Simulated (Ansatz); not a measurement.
**Molecular dynamics of La2GaCoO6**

Level of theory: DFT, PBEsol, scalar-relativistic, collinear spin; plane waves to 420 eV with PAW datasets (Ansatz 0.2.0), 3×3×3 k-mesh, Gaussian smearing of 0.05 eV; PAW files: Ansatz's generated set soft_2.

The chain of runs began from a structure of the Materials Project database, expanded in volume; all values here are this work's own. Such entries can be computed or ordered models and not known phases.

A 1×1×1 supercell of the relaxed crystal (10 atoms) starts from its ideal positions with Maxwell–Boltzmann velocities for 600 K; NVT with a Langevin thermostat, time step 1.5 fs.

```xyz
10
Lattice="2.725 1.573 4.344 -2.725 1.573 4.344 0.000 -3.147 4.344" Properties=species:S:1:pos:R:3 pbc="T T T"
Co    2.725   -1.573    8.688
Ga    0.000    0.000    6.516
La    0.000    0.000    3.245
La    0.000    0.000    9.786
O    -0.311    1.599    7.613
O    -1.230   -1.069    7.613
O     1.540   -0.531    7.613
O     1.230    1.069    5.419
O    -1.540    0.531    5.419
O     0.311   -1.599    5.419
```

Starting moments (μB, in the order of the atoms): 0.05, 0.0, 0.0, 0.0, 0.0, 0.0, 0.0, 0.0, 0.0, 0.0.

Task: How do temperature, potential energy and pressure develop over the first steps?

Result: Kinetic energy flows into the lattice: the temperature goes from 540 K to a minimum of 266 K at 45 fs and stands at 486 K after 60 fs, with the potential energy 47 meV/atom over the start. Starting from the bottom of their wells, the modes swing together and trade kinetic for potential energy, and the thermostat adds or takes energy besides: kinetic plus potential energy has changed by 40 meV/atom at the last step. On so few atoms its random kicks make the temperature jump from step to step. The run is far too short for thermal averages. The temperature counts 3N degrees of freedom, and the pressure holds the kinetic part.

```csv
t (fs),T (K),E_pot − E_pot(0) (meV/atom),P (GPa),rms shift (Å)
0.0,540,0.0,0.67,0.000
3.0,572,2.8,0.78,0.023
6.0,473,10.5,1.01,0.046
9.0,366,19.9,1.34,0.064
12.0,352,29.8,1.82,0.080
15.0,287,37.0,2.13,0.092
18.0,285,41.2,2.38,0.103
21.0,296,41.6,2.47,0.109
24.0,364,39.4,2.47,0.114
27.0,440,35.8,2.31,0.117
30.0,457,34.5,2.16,0.123
33.0,458,36.6,2.15,0.131
36.0,370,41.8,2.23,0.140
39.0,353,49.0,2.53,0.149
42.0,284,54.8,2.71,0.158
45.0,266,57.9,2.90,0.164
48.0,314,57.9,3.00,0.169
51.0,300,56.5,2.95,0.171
54.0,339,53.7,2.97,0.174
57.0,420,50.0,2.94,0.175
60.0,486,46.7,2.86,0.175
```

Task: At t = 43.5 fs the atoms stand as follows. Give the forces (eV/Å).
```xyz
10
Lattice="2.725 1.573 4.344 -2.725 1.573 4.344 0.000 -3.147 4.344" Properties=species:S:1:pos:R:3 pbc="T T T"
Co    2.789   -1.627    8.619
Ga    0.111   -0.037    6.483
La   -0.015   -0.085    3.301
La    0.049    0.068    9.737
O    -0.416    1.493    7.426
O    -1.292   -0.991    7.464
O     1.571   -0.565    7.650
O     1.285    0.960    5.262
O    -1.439    0.544    5.195
O     0.420   -1.678    5.377
```

Result: 
```
atom     Fx     Fy     Fz
 Co1  -0.75   0.30  -0.94
 Ga2  -0.63  -0.39  -0.49
 La3   0.48   0.85  -0.86
 La4   0.10  -0.94   0.07
  O5   1.24   1.48   1.06
  O6   0.24  -0.62  -0.18
  O7  -0.69   0.33  -0.43
  O8  -0.13  -0.06   0.94
  O9   0.64  -1.19   0.61
 O10  -0.50   0.25   0.22
```

No spin–orbit coupling, a notable omission for heavy elements. The starting moments died out; a magnetic state reached from other starts isn't excluded. The k-mesh is coarse, so small energy differences aren't converged.
